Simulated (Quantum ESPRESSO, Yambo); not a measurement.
**G0W0 results for MgCO₃**

```xyz
10
Lattice="2.3179 1.3383 4.9756 -2.3179 1.3383 4.9756 0.0000 -2.6765 4.9756" Properties=species:S:1:pos:R:3 pbc="T T T"
C      0.0000     0.0000     3.7317
C      0.0000     0.0000    11.1952
O     -1.6735     0.2221     8.7074
O      1.6735    -0.2221     6.2196
O      0.6444    -1.5604     8.7074
O     -0.6444     1.5604     6.2196
O      1.0291     1.3383     8.7074
O     -1.0291    -1.3383     6.2196
Mg     0.0000     0.0000     0.0000
Mg     0.0000     0.0000     7.4635
```

The geometry is that of Materials Project entry mp-5348, symmetrised and not relaxed again.

Starting point: LDA (pw.x of Quantum ESPRESSO, ONCV potentials, scalar-relativistic). G0W0 in Yambo: 4×4×4 Γ-centred k mesh, bands 3 to 115 and a 6 Ry block in the screening, 115 bands in G with the Bruneval-Gonze terminator, plasmon pole fitted at 27.2 eV.

```
Item                                                                                                Value
------------------------------------------------------------------------------------------------  -------
LDA gap along the band path                                                                       4.92 eV
LDA gap between the mesh's edge points ((0, 0.25, -0.25) → (0.25, 0.25, 0.25))                    5.02 eV
G0W0 gap between the same points                                                                  8.58 eV
LDA smallest direct gap on the mesh (at (0.25, 0.25, 0.25))                                       5.56 eV
G0W0 direct gap at that point                                                                     8.96 eV
estimate of the fundamental G0W0 gap (path gap plus the correction; the mesh misses a band edge)  8.48 eV
```

| k point | band | E LDA (eV) | E QP (eV) | shift (eV) | Z |
|---|---|---|---|---|---|
| Γ | VB | -0.36 | -1.70 | -1.34 | 0.82 |
| Γ | CB | 5.33 | 7.51 | 2.18 | 0.84 |
| L | VB | -0.05 | -1.57 | -1.52 | 0.82 |
| L | CB | 5.70 | 7.96 | 2.26 | 0.84 |
| (0, 0.25, -0.25) | VB | 0.00 | -1.52 | -1.52 | 0.82 |
| (0, 0.25, -0.25) | CB | 5.67 | 7.93 | 2.26 | 0.83 |
| F | VB | -0.04 | -1.57 | -1.53 | 0.82 |
| F | CB | 5.70 | 7.97 | 2.27 | 0.83 |
| (0.25, 0.25, 0.25) | VB | -0.53 | -1.90 | -1.36 | 0.82 |
| (0.25, 0.25, 0.25) | CB | 5.02 | 7.07 | 2.04 | 0.84 |
| Z | VB | -0.93 | -2.36 | -1.43 | 0.82 |
| Z | CB | 5.07 | 7.18 | 2.11 | 0.85 |

Energies count from the LDA valence-band maximum.

Convergence of the G0W0 settings was not tested.
